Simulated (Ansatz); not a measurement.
Si2Ni:
```cif
data_NiSi2
_chemical_formula_sum 'Ni1 Si2'
_space_group_name_H-M_alt 'P6/mmm'
_space_group_IT_number 191
_space_group_name_Hall '-P 6 2'
_cell_length_a 4.22270
_cell_length_b 4.22270
_cell_length_c 2.46774
_cell_angle_alpha 90.000
_cell_angle_beta 90.000
_cell_angle_gamma 120.000
loop_
_atom_site_label
_atom_site_type_symbol
_atom_site_symmetry_multiplicity
_atom_site_Wyckoff_symbol
_atom_site_fract_x
_atom_site_fract_y
_atom_site_fract_z
_atom_site_occupancy
Ni1 Ni 1 a 0.00000 0.00000 0.00000 1
Si1 Si 2 d 0.33333 0.66667 0.50000 1
```

Relaxed with PBEsol.

### Question
Decompose the optical modes at the zone centre into irreducible representations, and say which are infrared and Raman allowed.

### Answer
Point group 6/mmm: Γ_opt = A2u + B1g + E1u + E2g. Infrared: A2u, E1u. Raman: E2g.

### Question
Assign frequencies (DFPT, PBEsol (plane waves, PAW; program Ansatz)).

### Answer
A2u 130i, E1u 108i, B1g 38i, E2g 341 cm⁻¹.

Subscripts of B labels follow the axes of the standard setting.

A made-up cell: these elements were put on the sites of a structure type; neither database checked (COD, Materials Project) lists it. It is not the phase usual at ambient conditions (space group No. 225). The cell was relaxed with PBEsol under the symmetry of its start. At this level the phase is dynamically unstable (imaginary phonons). The workflow began spin-polarised and lost its moments. As this level gives no gap, phonon frequencies hold no LO–TO term and depend on the k-mesh and smearing (Fermi–Dirac, 0.1 eV here).

Potentials: the earlier of the program's two PAW sets. The files were generated under PBE; for other functionals the program regenerates the frozen cores, and for LDA and PBEsol the local potential too.
